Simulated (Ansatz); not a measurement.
TaAs:
```cif
data_As4Ta4
_chemical_formula_sum 'Ta4 As4'
_space_group_name_H-M_alt 'I41md'
_space_group_IT_number 109
_space_group_name_Hall 'I 4bw -2'
_cell_length_a 3.46292
_cell_length_b 3.46292
_cell_length_c 11.73669
_cell_angle_alpha 90.000
_cell_angle_beta 90.000
_cell_angle_gamma 90.000
loop_
_atom_site_label
_atom_site_type_symbol
_atom_site_symmetry_multiplicity
_atom_site_Wyckoff_symbol
_atom_site_fract_x
_atom_site_fract_y
_atom_site_fract_z
_atom_site_occupancy
Ta1 Ta 4 a 0.00000 0.00000 0.75017 1
As1 As 4 a 0.00000 0.00000 0.33243 1
```
(The calculation used a cell of 4 atoms; values per cell refer to that cell.)

Relaxed at zero pressure with PBE (plane waves, PAW; program Ansatz).

Q: The volume is lowered by 6 % and shape and atoms relax at that volume. What pressure results, and how do the axes share the change?

A: 12.3 GPa; a -1.7 %, b -1.7 %, c -2.8 %; the energy rises by 38 meV/atom.

Q: Give the new structure.

A: 
Space group I4₁md (No. 109); a = b = 3.4050 Å, c = 11.4109 Å, α = β = γ = 90.00°

| atom | site | symmetry | x | y | z |
|---|---|---|---|---|---|
| Ta | 4a | 2mm. | 0.0000 | 0.0000 | 0.7506 |
| As | 4a | 2mm. | 0.0000 | 0.0000 | 0.3320 |

The phase is kept; no other phase was compared at this pressure.

Space group I4_1md. The PBE relaxation kept the symmetry of its start. No spin polarisation was allowed. Spin–orbit coupling is left out wherever it is not named.

Potentials: the earlier of the program's two PAW sets.
